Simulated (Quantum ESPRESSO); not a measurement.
# Ge6NAl: a curve over strain

A calculation, not a measurement. The program is pw.x of Quantum ESPRESSO 7.5 (plane-wave density functional theory). The cell is made up: 8 atoms on a zincblende/diamond lattice, with randomly drawn elements, strain and displacements, not relaxed. PseudoDojo standard norm-conserving files (v0.5 for PBE, v0.4.1 for LDA and PBEsol) set the functional; there is no spin polarisation, spin-orbit coupling or dispersion term, and the masses in the input are unused placeholders.

Seven runs add a strain to one cell (along z); the atoms follow the cell and are not relaxed. Stress in the table is positive in tension.

Input of the run at +0.0012:

```
&control calculation='scf', pseudo_dir='./dojo.nc.sr.pbe.v0_5.standard.upf', outdir='./o', disk_io='medium', tprnfor=.true., tstress=.true. /
&system ibrav=0, nat=8, ntyp=3, nbnd=56, ecutwfc=84.00895049, nosym=.true., tot_charge=0,
 occupations='smearing', smearing='fd', degauss=0.0073498644
/
&electrons conv_thr=7.350e-09, electron_maxstep=60, /
ATOMIC_SPECIES
Al 1.0 Al.upf
Ge 1.0 Ge.upf
N 1.0 N.upf
CELL_PARAMETERS angstrom
5.7345 0.0538 0.0147
0.0538 5.7646 0.0422
0.0147 0.0421 5.6228
ATOMIC_POSITIONS angstrom
Ge 0.0095 -0.0122 0.0458
N 0.0082 2.8625 2.8729
Ge 2.8462 0.0391 2.8076
Ge 2.9466 2.912 0.0107
Al 1.4846 1.5524 1.4182
Ge 1.4616 4.4418 4.2372
Ge 4.3352 1.5251 4.2387
Ge 4.3054 4.3782 1.447
K_POINTS automatic
6 6 6 1 1 1
```

```
added strain  free energy less that of the input shown (eV)  stress xx (GPa)  stress yy (GPa)  stress zz (GPa)  stress xy (GPa)  pressure (GPa)  iterations
     -0.0163                                        -0.0509             3.62             3.71             1.80             0.42           -3.04          11
     -0.0134                                        -0.0444             3.71             3.80             2.04             0.42           -3.18          11
     -0.0031                                        -0.0152             4.04             4.13             2.88             0.43           -3.68          11
     +0.0012                                         0.0000             4.16             4.25             3.22             0.43           -3.88          11
     +0.0121                                         0.0459             4.46             4.55             4.07             0.44           -4.36          11
     +0.0222                                         0.0980             4.71             4.80             4.83             0.45           -4.78          11
```

Question: one run is left out of the table, at +0.0100. Estimate its stress zz (GPa).

Answer: 3.91. The whole row:

| added strain | free energy less that of the input shown (eV) | stress xx (GPa) | stress yy (GPa) | stress zz (GPa) | stress xy (GPa) | pressure (GPa) | iterations |
| --- | --- | --- | --- | --- | --- | --- | --- |
| +0.0100 | 0.0361 | 4.41 | 4.50 | 3.91 | 0.44 | -4.27 | 11 |

A cubic fit gives a slope of stress zz against the added strain of 80 GPa at zero added strain, with the atoms clamped. Across the table the free energy follows the integral of the stress to within 0.3 meV. A rerun of one of the cells at 1437 eV and a 8 x 8 x 8 mesh moved values by no more than 0.003 eV in energy, 0.03 GPa in stress and 0.008 eV/Å in force.